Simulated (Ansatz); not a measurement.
## Equation of state of Cu$_{3}$Pd from a dense series

```xyz
4
Lattice="3.6970 0.0000 0.0000 0.0000 3.6970 0.0000 0.0000 0.0000 3.6590" Properties=species:S:1:pos:R:3 pbc="T T T"
Cu    0.0000    1.8485    1.8295
Cu    1.8485    0.0000    1.8295
Cu    1.8485    1.8485    0.0000
Pd    0.0000    0.0000    0.0000
```

Atoms are numbered in the order listed.

The geometry is COD entry 1525112, unchecked; take it as a test cell.

Spin polarisation is left out, and whether a magnetic state lies lower isn't shown here.

Method: Ansatz 0.2.0, DFT, PBEsol, all-electron LAPW, scalar-relativistic.

Settings: a Γ-centred 11×11×11 k mesh, Fermi–Dirac smearing of 0.05 eV, basis error target 1 meV/atom, no spin polarisation.

The cell is scaled evenly. Fractional coordinates are held (clamped ions).

```json
{"V (Å³/atom)": "12.003", "P (GPa)": "3.08"}
{"V (Å³/atom)": "12.253", "P (GPa)": "-0.69"}
{"V (Å³/atom)": "12.378", "P (GPa)": "-2.41"}
{"V (Å³/atom)": "12.503", "P (GPa)": "-4.02"}
{"V (Å³/atom)": "12.628", "P (GPa)": "-5.53"}
{"V (Å³/atom)": "12.753", "P (GPa)": "-6.96"}
{"V (Å³/atom)": "13.003", "P (GPa)": "-9.54"}
{"V (Å³/atom)": "13.253", "P (GPa)": "-11.81"}
```

(1) Fit a third-order Birch–Murnaghan curve to the pressures.

(2) Predict the pressure at the withheld volume, 11.752 Å³/atom.

Answers

(1) P = (3B0/2)(y^(7/2) − y^(5/2))[1 + (3/4)(B0′ − 4)(y − 1)] with y = (V0/V)^(2/3) fits within 0.01 GPa for V0 = 12.204 Å³/atom, B0 = 177.1 GPa and B0′ = 5.15.

(2) There y = 1.0255, so the fit gives 7.36 GPa; the run gave 7.36 GPa.
